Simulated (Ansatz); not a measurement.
BAs (wurtzite, P6_3mc), DFT-LDA in the program Ansatz with PAW potentials. The conduction-band minimum lies at M, with 3 equivalent valleys. Second derivatives d²E/dk² of the lowest band at one valley (eV·Å²), along Cartesian directions:

```
direction  d²E/dk²
---------  -------
[100]        61.71
[010]        5.402
[001]        6.236
[110]        33.57
[101]        33.99
[011]        5.818
```

Task: Find the principal effective masses, the density-of-states mass and the conductivity mass.

Result: Off-diagonal terms follow from H_xy = H[110] − (H_xx + H_yy)/2, and m*/mₑ = 7.620 eV·Å² over each eigenvalue: 0.12, 1.2, 1.4. One valley's DOS mass (m₁m₂m₃)^(1/3) = 0.60, conductivity mass 3/(Σ 1/mᵢ) = 0.31 mₑ.

Task: What effective density of states Nc follows at 300 K for parabolic valleys?

Result: Nc = 2.509e19 × 3 × (0.60)^(3/2) ≈ 3.5e19 cm⁻³.

Task: With the computed static dielectric constant 9.69 (mean of the diagonal), estimate a hydrogenic donor's binding energy and radius.

Result: E = 13.606 eV × 0.31/9.69² ≈ 45 meV; a = 0.529 Å × ε/m* ≈ 17 Å. Semilocal masses tend to be too small when the gap is underestimated.

The first step of the workflow began from a Materials Project structure, measured or hypothetical; the Crystallography Open Database copy checked does not list it. It is not the phase usual at ambient conditions (space group No. 216). Symmetry was held in the LDA relaxation; whether a distortion lowers the energy is not shown. Scalar-relativistic: spin–orbit coupling is off unless named, which matters more the heavier the elements.

Potentials: the earlier of the program's two PAW sets. The files were generated under PBE; for other functionals the program regenerates the frozen cores, and for LDA and PBEsol the local potential too.
